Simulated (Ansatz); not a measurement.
Data:

LaLuO3 (cubic perovskite, Pm-3m), a = 4.1930 Å, b = 4.1930 Å, c = 4.1930 Å, α = 90.00°, β = 90.00°, γ = 90.00°.

This is the PBEsol-relaxed structure.

Problem. All from PBEsol in the plane-wave PAW code Ansatz, unless another level is named. Give the hole effective mass, band 2 of 3 at the edge.

Solution. 3.2 along [100], 0.75 along [110], 1.0 along [111] (mₑ).

Problem. Predict the hole effective mass, band 3 of 3 at the edge.

Solution. 0.32 along [100], 0.49 along [110], 0.58 along [111] (mₑ).

Problem. Give the HSE06 gap on the PBEsol cell.

Solution. 3.13 eV.

A made-up cell: these elements were put on the sites of a structure type; neither database checked (COD, Materials Project) lists it. Its standing as an ambient phase is unchecked. The cell was relaxed with PBEsol under the symmetry of its start. At this level the phase is dynamically unstable (imaginary phonons). Scalar-relativistic: spin–orbit coupling is off unless named, which matters more the heavier the elements.

Potentials: the earlier of the program's two PAW sets. The files were generated under PBE; for other functionals the program regenerates the frozen cores, and for LDA and PBEsol the local potential too.
